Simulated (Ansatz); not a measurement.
SnS₂:
Space group Fd-3m, origin choice 1 (No. 227); a = b = c = 10.3582 Å, α = β = γ = 90.00°

```
atom  site  symmetry       x       y       z
----  ----  --------  ------  ------  ------
Sn     16c      .-3m  0.1250  0.1250  0.1250
S      32e       .3m  0.3733  0.3733  0.3733
```
(The calculation used a cell of 12 atoms; values per cell refer to that cell.)

Relaxed with PBEsol. PBEsol (plane waves, PAW; program Ansatz) gives a gap of 1.06 eV.

Question: What gap does HSE06 give on the same cell (Ansatz, PAW)?

Answer: 1.99 eV, 0.93 eV more. The hybrid was solved on a coarser mesh and at special points; its gap is the smallest among all of these.

| k | v1 PBEsol | c1 PBEsol | v1 HSE06 | c1 HSE06 |
|---|---|---|---|---|
| Γ | -0.10 | 1.06 | -0.15 | 1.99 |
| X | -0.11 | 2.51 | (withheld) | (withheld) |
| L | -0.16 | 2.06 | (withheld) | (withheld) |
| W | -0.38 | 2.65 | (withheld) | (withheld) |
| K | -0.02 | 2.43 | (withheld) | (withheld) |

Question: Top valence (v1) and lowest conduction level (c1) in eV from each method's valence maximum (which need not be a listed point): supply the withheld HSE06 values.

Answer: 
- K, v1 HSE06: -0.02
- K, c1 HSE06: 3.43
- L, v1 HSE06: -0.16
- L, c1 HSE06: 3.04
- X, v1 HSE06: -0.14
- X, c1 HSE06: 3.52
- W, v1 HSE06: -0.39
- W, c1 HSE06: 3.66

Cost on shared cores: the PBEsol run (SCF on a 5×5×5 mesh, then bands and DOS) about 3.0 core-minutes (a rough figure), the HSE06 run (SCF on 3×3×3, then a few points) very roughly 10 core-minutes; the tasks are unlike.

The first step of the workflow began from a Materials Project structure, measured or hypothetical; the Crystallography Open Database copy checked does not list it. It is not the phase usual at ambient conditions (space group No. 164). The PBEsol relaxation kept the symmetry of its start; whether a distortion lowers the energy is not shown. Scalar-relativistic: spin–orbit coupling is off unless named, which matters more the heavier the elements.

Potentials: the later of the program's two PAW sets.
